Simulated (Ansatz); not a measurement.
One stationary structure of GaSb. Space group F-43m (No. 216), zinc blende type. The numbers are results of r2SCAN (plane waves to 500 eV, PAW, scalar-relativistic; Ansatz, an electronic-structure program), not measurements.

```cif
data_Ga4Sb4
_chemical_formula_sum 'Sb4 Ga4'
_space_group_name_H-M_alt 'F-43m'
_space_group_IT_number 216
_space_group_name_Hall 'F -4 2 3'
_cell_length_a 6.13244
_cell_length_b 6.13244
_cell_length_c 6.13244
_cell_angle_alpha 90.000
_cell_angle_beta 90.000
_cell_angle_gamma 90.000
loop_
_atom_site_label
_atom_site_type_symbol
_atom_site_symmetry_multiplicity
_atom_site_Wyckoff_symbol
_atom_site_fract_x
_atom_site_fract_y
_atom_site_fract_z
_atom_site_occupancy
Sb1 Sb 4 c 0.25000 0.25000 0.25000 1
Ga1 Ga 4 a 0.00000 0.00000 0.00000 1
```
(The calculation used a cell of 2 atoms; values per cell refer to that cell.)

Q: Estimate the band gap that r2SCAN returns for this input.

A: 0.41 eV, direct at Γ (no spin-orbit coupling).

No spin polarisation in the result. Without spin-orbit coupling the bands of the heavy element are not split, so the gap can be far off.

Measured for GaSb: a 6.0959 Å (room temperature; as listed in I. Vurgaftman, J. R. Meyer, L. R. Ram-Mohan, Journal of Applied Physics (2001)); gap 0.82 eV (0 K or low temperature; as listed in arXiv:1206.3780). Computed minus measured — a: r2SCAN +0.6 %; gap: r2SCAN -0.41 eV. The computed values are for a static lattice, and a measured gap can be an optical one, lowered by exciton binding.

The run could not lose the symmetry of its start; a randomly shaken copy of 2 atoms returns to this structure.

All atoms sit on sites fixed by symmetry, so only the cell could relax.
